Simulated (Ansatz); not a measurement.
Starting structure of a cell relaxation (symmetry kept):

```
CELL_PARAMETERS angstrom
2.97897 0.00000 0.00000
-1.48949 2.57986 0.00000
0.00000 0.00000 4.80530
ATOMIC_POSITIONS crystal
Ti 0.66667 0.33333 0.26617
Ti 0.33333 0.66667 0.73383
O 0.00000 0.00000 0.00000
```

Level of theory: DFT PBEsol, scalar-relativistic, plane waves, PAW in Ansatz.

Plane waves to 420 eV, a k mesh through Γ of 18×18×10 on the computed 3-atom cell and Gaussian smearing (0.10 eV); no spin polarisation.

What does it relax to?

The volume drops by 0.42 Å³/atom to 11.89 Å³/atom, and the energy falls by 10.9 meV/atom. Final structure:
```yaml
crystal:
  lattice:
    - [2.95292, 0.00000, 0.00000]
    - [-1.47646, 2.55730, 0.00000]
    - [0.00000, 0.00000, 4.72390]
  atoms:
    - { symbol: Ti, position: [0.66667, 0.33333, 0.26268] }
    - { symbol: Ti, position: [0.33333, 0.66667, 0.73732] }
    - { symbol: O, position: [0.00000, 0.00000, 0.00000] }
```

Course of the relaxation (steps run on the plane waves of an earlier cell, and the basis is chosen afresh near the end, so energy and pressure can step there; trial steps that raised the energy were taken back; energies are free energies):

```csv
step,E − E_final (meV/atom),largest force component (eV/Å),P (GPa),V (Å³/atom)
1,10.9,0.268,-6.81,12.31
2,3.6,0.438,1.33,11.79
3,0.2,0.133,-0.42,11.91
4,-0.7,0.038,-0.44,11.92
5,-0.8,0.007,0.06,11.89
6,-0.8,0.000,0.00,11.90
7,0.0,0.001,-0.11,11.90
8,0.0,0.000,0.00,11.89
9,0.0,0.000,0.00,11.89
```

Spin polarisation was left out, and a magnetic state may lie lower.

Cost: 1 run of about 2.5 core-minutes, on Intel Xeon Processor @ 2.70GHz (shared hosts).